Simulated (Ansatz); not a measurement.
The calculation used DFT, r2SCAN, plane waves (500 eV) with PAW, scalar-relativistic in Ansatz. The PAW files were generated under PBE, with cores re-solved for the functional.

An element in the diamond structure gives this curve. The cell is scaled uniformly from the relaxed one, with fractional coordinates and shape fixed. Energies are extrapolated to zero smearing, pressures are those at the given smearing. Magnetic state: non-magnetic.

```json
{"V (Å³/atom)": "32.424", "E − E₀ (meV/atom)": "107.3", "P (GPa)": "8.94"}
{"V (Å³/atom)": "33.898", "E − E₀ (meV/atom)": "43.3", "P (GPa)": "5.19"}
{"V (Å³/atom)": "35.372", "E − E₀ (meV/atom)": "9.7", "P (GPa)": "2.27"}
{"V (Å³/atom)": "36.846", "E − E₀ (meV/atom)": "0.0", "P (GPa)": "0.01"}
{"V (Å³/atom)": "38.320", "E − E₀ (meV/atom)": "8.5", "P (GPa)": "-1.72"}
{"V (Å³/atom)": "39.794", "E − E₀ (meV/atom)": "31.0", "P (GPa)": "-3.04"}
{"V (Å³/atom)": "41.267", "E − E₀ (meV/atom)": "64.2", "P (GPa)": "-4.03"}
```

Q: Which element is it?
A. magnesium
B. lanthanum
C. hafnium
D. antimony

A: B. Its fit is V₀ = 36.83 Å³/atom, B₀ = 49 GPa, B₀′ = 5.5.
